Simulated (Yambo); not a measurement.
```
CELL_PARAMETERS angstrom
      4.55663     0.00000     0.00000
     -2.27832     3.94616     0.00000
      0.00000     0.00000     7.44435
ATOMIC_POSITIONS crystal
  Ag 0.33333 0.66667 0.00245
  Ag 0.66667 0.33333 0.50245
  I  0.33333 0.66667 0.37745
  I  0.66667 0.33333 0.87745
```

AgI (wurtzite, space group P6_3mc, No. 186): mean Im ε in 1 eV windows above the direct gap of 2.37 eV, for different electron-hole kernels (Yambo, broadening 0.15 eV, norm-conserving PBEsol (Quantum ESPRESSO, 82 Ry, scalar-relativistic) bands; 6×6×2 mesh, 16 valence and 5 conduction bands, static screening with 78 bands and a 4 Ry block, scissor 1.14 eV, Tamm-Dancoff; field along x).

```tsv
window (eV)	independent quasiparticles	BSE
2.4 to 3.4	1.2	1.9
3.4 to 4.4	1.7	3.6
4.4 to 5.4	3.4	4.7
5.4 to 6.4	5.1	4.3
6.4 to 7.4	6.5	6.2
```

This run doesn't resolve bound excitons or single peaks, so only averages are given, and they too depend on the mesh; weight that the attraction moves below the gap isn't listed. All transitions below 7.50 eV are in the band window. The scissor comes from a G0W0 run whose convergence isn't established.

Spin-orbit coupling is left out, which matters for elements this heavy: edges can move by tenths of an eV.

Geometry relaxed with PBEsol.
